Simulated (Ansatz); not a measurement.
Total density of states per atom from the program Ansatz at the PBE level (PAW), in 0.25 eV bins, energy from the valence-band maximum:

(E (eV), states/eV/atom): (-7.85, 0.00); (-7.60, 0.00); (-7.35, 0.00); (-7.10, 0.00); (-6.85, 0.00); (-6.60, 0.00); (-6.35, 0.03); (-6.10, 0.38); (-5.85, 0.48); (-5.60, 0.64); (-5.35, 0.78); (-5.10, 1.02); (-4.85, 0.45); (-4.60, 0.51); (-4.35, 0.77); (-4.10, 1.56); (-3.85, 0.28); (-3.60, 0.43); (-3.35, 1.03); (-3.10, 1.09); (-2.85, 0.73); (-2.60, 0.54); (-2.35, 0.68); (-2.10, 1.45); (-1.85, 1.22); (-1.60, 0.89); (-1.35, 0.79); (-1.10, 0.49); (-0.85, 0.99); (-0.60, 0.85); (-0.35, 0.45); (-0.10, 0.14); (0.15, 0.00); (0.40, 0.00); (0.65, 0.00); (0.90, 0.00); (1.15, 0.00); (1.40, 0.00); (1.65, 0.44); (1.90, 0.94); (2.15, 1.00); (2.40, 1.62); (2.65, 1.64); (2.90, 1.08); (3.15, 0.76); (3.40, 0.56); (3.65, 0.39); (3.90, 0.38); (4.15, 1.13); (4.40, 0.54); (4.65, 0.39); (4.90, 0.20); (5.15, 0.22); (5.40, 0.28); (5.65, 0.40); (5.90, 0.34); (6.15, 0.35)

Q: Which compound is it?
(A) SiNi2, Pnma (Si on 4c, Ni on 4c, Ni on 4c)
(B) InSe, P6_3/mmc (In on 4f, Se on 4f)
(C) ZrO2, P2_1/c (Zr on 4e, O on 4e, O on 4e)
(D) WSe2, P6_3/mmc (W on 2c, Se on 4f)

A: D, WSe2, P6_3/mmc (W on 2c, Se on 4f). Top 1 eV of the valence band: W 5d 65 %, Se 4p 30 %. Bottom 1 eV of the conduction band: W 5d 65 %, Se 4p 29 %. Projections are on Löwdin-orthogonalised atomic valence shells; empty p or d shells of many metals are not among them.

The cell was relaxed with PBE under the symmetry of its start. No spin polarisation was allowed. The volume lies over 15 % above that of the usual cell of this phase: another minimum, or an error of the functional. A crystal of weakly bound layers computed without a dispersion correction: the cell and the soft elastic constants depend strongly on that. Spin–orbit coupling is left out wherever it is not named.

Potentials: the earlier of the program's two PAW sets.
